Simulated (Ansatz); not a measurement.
The relaxed structure here is a generated cell of MnSi: the first start was made by placing the elements on the sites of a structure type, and the end was not matched to a known phase here, so it may be hypothetical. Known forms of MnSi include space group No. 198.

One starting cell of MnSi (a generated trial cell of MnSi in the NbAs structure type) was relaxed twice with Ansatz (plane waves, PAW, scalar-relativistic): with PBEsol at 420 eV and with PBE at 420 eV. The PBEsol result:

```xyz
4
Lattice="-1.5257 1.5257 5.1420 1.5257 -1.5257 5.1420 1.5257 1.5257 -5.1420" Properties=species:S:1:pos:R:3 pbc="T T T"
Mn     0.0000     0.0000     2.5532
Mn     0.0000     1.5257     5.1242
Si     0.0000     0.0000     6.8670
Si     1.5257     0.0000     4.2960
```

```json
[
 {"quantity": "space group", "PBEsol": "I4₁md", "PBE": "I4₁md"},
 {"quantity": "volume (Å³/atom)", "PBEsol": "11.97", "PBE": "?"},
 {"quantity": "a (Å)", "PBEsol": "3.051", "PBE": "?"},
 {"quantity": "c (Å)", "PBEsol": "10.284", "PBE": "?"},
 {"quantity": "gap (eV, no spin-orbit coupling)", "PBEsol": "0.00", "PBE": "?"},
 {"quantity": "spin order", "PBEsol": "ferromagnetic", "PBE": "?"},
 {"quantity": "net moment (μB/atom)", "PBEsol": "0.41", "PBE": "?"}
]
```

**Question.** What does PBE give for the same quantities?

**Answer.** 
- volume (Å³/atom), PBE: 12.36
- a (Å), PBE: 3.086
- c (Å), PBE: 10.385
- gap (eV, no spin-orbit coupling), PBE: 0.00
- spin order, PBE: ferromagnetic
- net moment (μB/atom), PBE: 0.44

Both levels end in the same structure; PBE's volume is 3.3 % larger. Neither column is exact.

Spin states reached: ferromagnetic; spin orders were not searched systematically.

The run could not lose the symmetry of its start, so the end can be a saddle point.

Ansatz is a program for electronic structure.
